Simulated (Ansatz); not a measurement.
Put AgPdS2 in P4/mmm (No. 123): Ag on 1d; Pd on 1a; S on 2f. Recipe of this trial structure of AgPdS2: perovskite family, infinite layers (A site Ag; B site Pd; X site S).

These are results of DFT PBE, scalar-relativistic, plane waves, PAW in Ansatz 0.2.0, not measurements. Cutoff 420 eV, Γ-centred mesh, Gaussian smearing, no spin polarisation.

Formation energies are uncorrected and refer to the elements' standard structures at the same level.

Question: Predict the relaxed structure.

Answer:

Space group P4/mmm (No. 123). a = 4.916 Å, b = 4.916 Å, c = 2.834 Å, α = 90.00°, β = 90.00°, γ = 90.00°
| atom | site | symmetry | x | y | z |
| --- | --- | --- | --- | --- | --- |
| Ag | 1d | 4/mmm | 0.5000 | 0.5000 | 0.5000 |
| Pd | 1a | 4/mmm | 0.0000 | 0.0000 | 0.0000 |
| S | 2f | mmm. | 0.5000 | 0.0000 | 0.0000 |

Around Ag lie 2 Ag at 2.83 Å and 8 S at 2.84 Å; Pd has 4 S at 2.46 Å and 2 Pd at 2.83 Å; S is surrounded by 2 Pd at 2.46 Å, 2 S at 2.83 Å and 4 Ag at 2.84 Å. Another local minimum with the same sites may exist.

Question: And its energy and gap?

Answer: The energy over the elements is +0.12 eV/atom and the gap on the 10×10×18 mesh of the 4-atom cell is 0 eV (a metal). The separate elements lie lower, so it is unstable against them.

The last run used Gaussian smearing of 0.10 eV. An odd number of electrons in the primitive cell allows no gap without spin; a larger cell or a magnetic state could open one. The reference form of S is held partly by dispersion forces, which this level lacks. Symmetry constrained the relaxation, so the result can be a saddle point.
